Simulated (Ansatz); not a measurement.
The relaxed structure here is a generated cell of TiSi2: the first start was made by placing the elements on the sites of a structure type, and the end was not matched to a known phase here, so it may be hypothetical. Known forms of TiSi2 include space group No. 63, 70.

A relaxed cell of TiSi2 (Fm-3m (No. 225)), relaxed on a k-mesh at least as fine as the one used below. Calculation: PBEsol (plane waves to 420 eV, PAW, scalar-relativistic; Ansatz, a program for electronic structure). Γ-centred k-mesh 10×10×10 on the run's cell (coarser than for final values), Fermi–Dirac smearing 0.05 eV.

```
CELL_PARAMETERS angstrom
      0.00000     5.87980     5.87980
      2.93990     2.93990     5.87980
      2.93990     2.93990     0.00000
ATOMIC_POSITIONS crystal
  Ti 0.00000 0.00000 0.00000
  Ti 0.50000 0.00000 0.00000
  Si 0.00000 0.25000 0.25000
  Si 0.50000 0.25000 0.25000
  Si 0.00000 0.75000 0.75000
  Si 0.50000 0.75000 0.75000
```

The atoms are displaced along an unstable phonon of this cell by (Å):

| atom | ux | uy | uz |
|---|---|---|---|
| Ti1 | 0.150 | 0.000 | 0.000 |
| Ti2 | -0.150 | 0.000 | 0.000 |
| Si3 | 0.000 | 0.145 | 0.000 |
| Si4 | 0.000 | -0.145 | 0.000 |
| Si5 | 0.000 | 0.145 | 0.000 |
| Si6 | 0.000 | -0.145 | 0.000 |

### Question
What forces (eV/Å) and pressure result?

### Answer
```tsv
atom	Fx	Fy	Fz
Ti1	1.08	0.00	0.00
Ti2	-1.08	0.00	0.00
Si3	0.00	0.58	0.00
Si4	0.00	-0.58	0.00
Si5	0.00	0.58	0.00
Si6	0.00	-0.58	0.00
```

Pressure -0.7 GPa.

### Question
Estimate the energy cost of the displacement in the harmonic approximation and compare with the calculation.

### Answer
For a harmonic well ΔE = −½ Σ F·u = -0.329 eV a cell, or -55 meV/atom. The calculated energy relative to the undisplaced cell is -0.07 eV/atom, so the harmonic estimate holds well.

The undisplaced cell is probably no minimum: from this displacement the run went on to Cmcm (No. 63), 0.32 eV/atom below it.

No spin polarisation in the result. A magnetic state may lie lower.
